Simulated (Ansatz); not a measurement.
A geometry of Hf away from equilibrium: step 2 of the relaxation of a generated trial cell of Hf in the AFLOW prototype A_cI16_220_c (as in Li). Computed with r2SCAN (plane waves to 500 eV, PAW, scalar-relativistic; Ansatz, a first-principles code). Γ-centred k-mesh 7×7×7 on the run's cell (coarser than for final values), Fermi–Dirac smearing 0.05 eV.

```
CELL_PARAMETERS angstrom
     -3.57525     3.57525     3.57525
      3.57525    -3.57525     3.57525
      3.57525     3.57525    -3.57525
ATOMIC_POSITIONS crystal
  Hf 0.43379 0.43379 0.43379
  Hf 0.50000 0.00000 0.06621
  Hf 0.00000 0.06621 0.50000
  Hf 0.06621 0.50000 0.00000
  Hf 0.93379 0.93379 0.93379
  Hf 0.50000 0.00000 0.56621
  Hf 0.00000 0.56621 0.50000
  Hf 0.56621 0.50000 0.00000
```

### Question
Give the Cartesian forces on all atoms (eV/Å).

### Answer
| atom | Fx | Fy | Fz |
|---|---|---|---|
| Hf1 | 0.47 | 0.47 | 0.47 |
| Hf2 | -0.47 | -0.47 | 0.47 |
| Hf3 | -0.47 | 0.47 | -0.47 |
| Hf4 | 0.47 | -0.47 | -0.47 |
| Hf5 | 0.47 | 0.47 | 0.47 |
| Hf6 | -0.47 | -0.47 | 0.47 |
| Hf7 | -0.47 | 0.47 | -0.47 |
| Hf8 | 0.47 | -0.47 | -0.47 |

### Question
What is the pressure?

### Answer
-0.6 GPa, compression positive.

### Question
How much energy per atom can still be gained by relaxing?

### Answer
0.05 eV/atom; the path ends in I-43d (No. 220) (AFLOW prototype A_cI16_220_c (as in Li)).

No spin polarisation in the result.

The run could not lose the symmetry of its start: the end is stationary, and may be a saddle point rather than a minimum.

The end of the path is a generated cell of Hf: the first start was made by placing the elements on the sites of a structure type, and the end was not matched to a known phase here, so it may be hypothetical. Known forms of Hf include space group No. 194.
